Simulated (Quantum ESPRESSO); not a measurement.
## Rh3TiOs3Zr (input and log of a self-consistent run)

A calculation, not a measurement. The program is pw.x of Quantum ESPRESSO 7.5 (plane-wave density functional theory). The cell is made up: eight metal atoms on a hexagonal close-packed lattice, with elements, volume, strain and displacements drawn at random and not relaxed, so it may be unstable or far from any real phase. PseudoDojo standard norm-conserving files set the functional (PBE unless stated); there is no spin polarisation or spin-orbit coupling, the Fermi-Dirac width of 0.25 eV means electrons at about 2900 K, and the masses in the input are unused placeholders. Heavy elements are run without spin-orbit coupling, which real alloys of them have. A spin test at this wide smearing found no moment, but such smearing suppresses magnetism that the real alloy may have.

Input:

```
&control calculation='scf', pseudo_dir='./dojo.nc.sr.pbe.v0_5.standard.upf', outdir='./o', disk_io='minimal', tprnfor=.true., tstress=.true. /
&system ibrav=0, nat=8, ntyp=4, nbnd=80, ecutwfc=87.97787729, nosym=.true., tot_charge=0,
 occupations='smearing', smearing='fd', degauss=0.0183746611
/
&electrons conv_thr=1.470e-08, electron_maxstep=70, mixing_beta=0.5 /
ATOMIC_SPECIES
Os 1.0 Os.upf
Rh 1.0 Rh.upf
Ti 1.0 Ti.upf
Zr 1.0 Zr.upf
CELL_PARAMETERS angstrom
-2.8066 -0.0019 -0.0487
-0.077 0.041 -4.4076
-0.0065 -9.6714 0.0899
ATOMIC_POSITIONS angstrom
Rh -0.0048 -0.0192 -0.0187
Rh 0.0355 -4.8815 0.0044
Rh -0.0599 -3.2247 -2.1798
Ti -0.0071 -8.0168 -2.1186
Os -1.3909 -2.4267 0.0326
Os -1.4282 -7.2693 0.0518
Zr -1.4069 -0.7685 -2.205
Os -1.4548 -5.6112 -2.1151
K_POINTS automatic
8 5 3 1 1 1
```

The log is shortened where brackets say so; the opening notice, blank lines, dates and the lines on written files are dropped, and the path of the files is cut. It prints rydbergs, bohrs and kilobars, and counts compression as positive stress. Its total energy is the free energy E - TS of the whole cell.

```
     Program PWSCF v.7.5
     Parallel version (MPI & OpenMP), running on       4 processor cores
     Number of MPI processes:                 4
     Threads/MPI process:                     1
     [start-up lines left out]
     bravais-lattice index     =            0
     lattice parameter (alat)  =       5.3045  a.u.
     unit-cell volume          =     807.0475 (a.u.)^3
     number of atoms/cell      =            8
     number of atomic types    =            4
     number of electrons       =       123.00
     number of Kohn-Sham states=           80
     kinetic-energy cutoff     =      87.9779  Ry
     charge density cutoff     =     351.9115  Ry
     scf convergence threshold =      1.5E-08
     mixing beta               =       0.5000
     number of iterations used =            8  plain     mixing
     Exchange-correlation= PBE
                           (   1   4   3   4   0   0   0)
     [axes and pseudopotential details left out]
   Cartesian axes
     site n.     atom                  positions (alat units)
         1        Rh     tau(   1) = (  -0.0017100  -0.0068400  -0.0066619  )
         2        Rh     tau(   2) = (   0.0126468  -1.7390309   0.0015675  )
         3        Rh     tau(   3) = (  -0.0213393  -1.1487971  -0.7765522  )
         4        Ti     tau(   4) = (  -0.0025294  -2.8559793  -0.7547497  )
         5        Os     tau(   5) = (  -0.4955071  -0.8645102   0.0116137  )
         6        Os     tau(   6) = (  -0.5087952  -2.5896830   0.0184537  )
         7        Zr     tau(   7) = (  -0.5012071  -0.2737776  -0.7855297  )
         8        Os     tau(   8) = (  -0.5182715  -1.9989860  -0.7535029  )
     number of k points=    60  Fermi-Dirac smearing, width (Ry)=  0.0184
                       cart. coord. in units 2pi/alat
        k(    1) = (  -0.0613819  -0.0489183  -0.0630687), wk =   0.0333333
        k(    2) = (  -0.0615442   0.1445917  -0.0612658), wk =   0.0333333
     [further k points left out]
     Dense  grid:    89917 G-vectors     FFT dimensions: (  32,  50, 120)
     Estimated max dynamical RAM per process >     381.13 MB
     Estimated total dynamical RAM >       1.42 GB
     Initial potential from superposition of free atoms
     starting charge     122.9935, renormalised to     123.0000
     Starting wfcs are   80 randomized atomic wfcs
     total cpu time spent up to now is        8.1 secs
     per-process dynamical memory:   305.2 Mb
     Self-consistent Calculation
     iteration #  1     ecut=    87.98 Ry     beta= 0.50
     Davidson diagonalization with overlap
     ethr =  1.00E-02,  avg # of iterations =  5.3
     total cpu time spent up to now is       30.4 secs
     total energy              =   -1523.40420340 Ry
     estimated scf accuracy    <      11.18198843 Ry
     iteration #  2     ecut=    87.98 Ry     beta= 0.50
     Davidson diagonalization with overlap
     ethr =  9.09E-03,  avg # of iterations =  5.0
     total cpu time spent up to now is       56.9 secs
     total energy              =   -1513.61725577 Ry
     estimated scf accuracy    <     388.15878965 Ry
     iteration #  3     ecut=    87.98 Ry     beta= 0.50
     Davidson diagonalization with overlap
     ethr =  9.09E-03,  avg # of iterations =  4.8
     total cpu time spent up to now is       81.8 secs
     total energy              =   -1529.79407789 Ry
     estimated scf accuracy    <      21.17207516 Ry
     iteration #  4     ecut=    87.98 Ry     beta= 0.50
     Davidson diagonalization with overlap
     ethr =  9.09E-03,  avg # of iterations =  2.0
     total cpu time spent up to now is       98.9 secs
     total energy              =   -1530.62167523 Ry
     estimated scf accuracy    <      20.27549826 Ry
     iteration #  5     ecut=    87.98 Ry     beta= 0.50
     Davidson diagonalization with overlap
     ethr =  9.09E-03,  avg # of iterations =  1.1
     total cpu time spent up to now is      114.6 secs
     total energy              =   -1530.87023165 Ry
     estimated scf accuracy    <       5.57678545 Ry
     [iterations 6 to 19 left out]
     iteration # 20     ecut=    87.98 Ry     beta= 0.50
     Davidson diagonalization with overlap
     ethr =  7.09E-10,  avg # of iterations =  2.0
     total cpu time spent up to now is      378.7 secs
     total energy              =   -1530.92176593 Ry
     estimated scf accuracy    <       0.00000052 Ry
     iteration # 21     ecut=    87.98 Ry     beta= 0.50
     Davidson diagonalization with overlap
     ethr =  4.21E-10,  avg # of iterations =  1.0
     total cpu time spent up to now is      396.0 secs
     total energy              =   -1530.92176597 Ry
     estimated scf accuracy    <       0.00000002 Ry
     iteration # 22     ecut=    87.98 Ry     beta= 0.50
     Davidson diagonalization with overlap
     ethr =  1.23E-11,  avg # of iterations =  2.0
     total cpu time spent up to now is      414.6 secs
     total energy              =   -1530.92176596 Ry
     estimated scf accuracy    <       0.00000012 Ry
     iteration # 23     ecut=    87.98 Ry     beta= 0.50
     Davidson diagonalization with overlap
     ethr =  1.23E-11,  avg # of iterations =  2.0
     total cpu time spent up to now is      432.6 secs
     total energy              =   -1530.92176597 Ry
     estimated scf accuracy    <       0.00000006 Ry
     iteration # 24     ecut=    87.98 Ry     beta= 0.50
     Davidson diagonalization with overlap
     ethr =  1.23E-11,  avg # of iterations =  1.0
     total cpu time spent up to now is      448.0 secs
     End of self-consistent calculation
     [lines on levels left out]
!    total energy              =   -1530.92176597 Ry
     estimated scf accuracy    <          5.1E-09 Ry
     smearing contrib. (-TS)   =      -0.13089804 Ry
     internal energy E=F+TS    =   -1530.79086793 Ry
     The total energy is F=E-TS. E is the sum of the following terms:
     one-electron contribution =    -325.87252471 Ry
     hartree contribution      =     243.55955495 Ry
     xc contribution           =    -275.11478663 Ry
     ewald contribution        =   -1173.36311154 Ry
     convergence has been achieved in  24 iterations
     Forces acting on atoms (cartesian axes, Ry/au):
     atom    1 type  2   force =     0.00470975    0.02709710    0.01647677
     atom    2 type  2   force =    -0.01838024    0.00520100    0.03229189
     atom    3 type  2   force =     0.00506260   -0.00766433    0.00257339
     atom    4 type  3   force =    -0.00566750    0.10007353   -0.00404767
     atom    5 type  1   force =    -0.00562143   -0.04625041   -0.01052828
     atom    6 type  1   force =     0.01058452    0.00492453   -0.00205833
     atom    7 type  4   force =    -0.00417292   -0.05165304   -0.00318833
     atom    8 type  1   force =     0.01348522   -0.03172838   -0.03151945
     Total force =     0.141030     Total SCF correction =     0.000389
     Computing stress (Cartesian axis) and pressure
          total   stress  (Ry/bohr**3)                   (kbar)     P=       45.87
   0.00028664  -0.00001039  -0.00022886           42.17       -1.53      -33.67
  -0.00001039   0.00028584   0.00012664           -1.53       42.05       18.63
  -0.00022886   0.00012664   0.00036296          -33.67       18.63       53.39
     init_run     :      7.58s CPU      7.82s WALL (       1 calls)
     electrons    :    430.92s CPU    439.97s WALL (       1 calls)
     forces       :      3.08s CPU      3.08s WALL (       1 calls)
     stress       :     14.66s CPU     14.72s WALL (       1 calls)
     [timing details left out]
     PWSCF        :   7m36.52s CPU   7m46.03s WALL
     JOB DONE.
```

In other units: free energy -20829.252 eV for the cell, pressure 4.59 GPa, largest force component 2.573 eV/Å in size. The run took 468 s of wall time with four MPI processes on a shared machine (Intel Xeon, 2023 or later, virtual cores), so the time is rough. A rerun of this cell at a higher cutoff and on a denser mesh moved values by no more than 0.003 eV in energy, 0.19 GPa in stress and 0.014 eV/Å in force, and a second program with other atomic files agreed on that cell to 2 % rms in force and 0.5 GPa in pressure.